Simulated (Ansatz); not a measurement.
Hf3Nb2Ga3:
```yaml
crystal:
  lattice:
    - [7.89910, 0.00000, 0.00000]
    - [-3.94955, 6.84082, 0.00000]
    - [0.00000, 0.00000, 5.43770]
  atoms:
    - { symbol: Hf, position: [0.75309, 0.75309, 0.25000] }
    - { symbol: Hf, position: [0.24691, 0.24691, 0.75000] }
    - { symbol: Hf, position: [0.00000, 0.75309, 0.75000] }
    - { symbol: Hf, position: [0.00000, 0.24691, 0.25000] }
    - { symbol: Hf, position: [0.24691, 0.00000, 0.25000] }
    - { symbol: Hf, position: [0.75309, 0.00000, 0.75000] }
    - { symbol: Nb, position: [0.66667, 0.33333, 0.00000] }
    - { symbol: Nb, position: [0.33333, 0.66667, 0.00000] }
    - { symbol: Nb, position: [0.33333, 0.66667, 0.50000] }
    - { symbol: Nb, position: [0.66667, 0.33333, 0.50000] }
    - { symbol: Ga, position: [0.60394, 0.00000, 0.25000] }
    - { symbol: Ga, position: [0.39606, 0.00000, 0.75000] }
    - { symbol: Ga, position: [0.60394, 0.60394, 0.75000] }
    - { symbol: Ga, position: [0.39606, 0.39606, 0.25000] }
    - { symbol: Ga, position: [0.00000, 0.60394, 0.25000] }
    - { symbol: Ga, position: [0.00000, 0.39606, 0.75000] }
```

Relaxed with r²SCAN. Special points in fractions of this cell's reciprocal vectors: Γ (0.000, 0.000, 0.000); M (0.500, 0.000, 0.000); K (0.333, 0.333, 0.000); A (0.000, 0.000, 0.500); L (0.500, 0.000, 0.500); H (0.333, 0.333, 0.500).

### Question
List the band energies nearest the Fermi level at these points for DFT-r²SCAN in the program Ansatz with PAW potentials.

### Answer
In eV from the Fermi level; about four levels below and three above (degenerate sets whole), none deeper than 8.9 eV; points with the same levels are listed once.

```json
[
 {"k": "Γ", "below": "-0.68 -0.68 -0.42 -0.38 -0.38", "above": "0.25 0.51 0.51"},
 {"k": "M", "below": "-0.61 -0.58 -0.42 -0.20", "above": "0.02 0.41 0.83"},
 {"k": "K", "below": "-0.53 -0.53 -0.48 -0.44 -0.05", "above": "0.68 0.68 1.35"},
 {"k": "A", "below": "-0.88 -0.88 -0.88 -0.88 -0.62 -0.62", "above": "0.38 0.38 0.76 0.76 0.76 0.76"},
 {"k": "L", "below": "-0.57 -0.57 -0.01 -0.01", "above": "0.05 0.05 0.96 0.96"},
 {"k": "H", "below": "-0.22 -0.22 -0.22 -0.22 -0.17 -0.17", "above": "0.74 0.74 0.74 0.74"}
]
```

Space group P6_3/mcm. The workflow started from a Materials Project entry (that database holds measured and hypothetical structures alike); the Crystallography Open Database files this formula in space group No. 193, but the cells were not matched. Whether it is the stable phase at ambient conditions was not checked. The cell was relaxed with r²SCAN under the symmetry of its start; whether a distortion lowers the energy is not shown. No spin polarisation was allowed. Spin–orbit coupling is left out wherever it is not named.

Potentials: the later of the program's two PAW sets.
